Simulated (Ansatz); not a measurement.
Bulk MoS₂, relaxed with r²SCAN+D4 in the plane-wave PAW code Ansatz:

```xyz
3
Lattice="1.5880 0.9168 6.2233 -1.5880 0.9168 6.2233 0.0000 -1.8337 6.2233" Properties=species:S:1:pos:R:3 pbc="T T T"
Mo     0.0000     0.0000    18.6657
S      0.0000     0.0000     7.7716
S      0.0000     0.0000     4.6673
```

**Question.** One layer is taken out and relaxed. What does that cost?

**Answer.** 58 meV/atom, or 20 meV/Å² of layer.

**Question.** What lattice and gap has the free layer?

**Answer.** a = 3.174 Å; gap 1.74 eV, indirect.

Space group P-6m2 (1H). A layer that has been made, often on a substrate. The r²SCAN+D4 relaxation kept the symmetry of its start; its stability against distortions is not shown here. No spin polarisation was allowed. Scalar-relativistic: spin–orbit coupling is off unless named, which matters more the heavier the elements.

Potentials: the later of the program's two PAW sets.
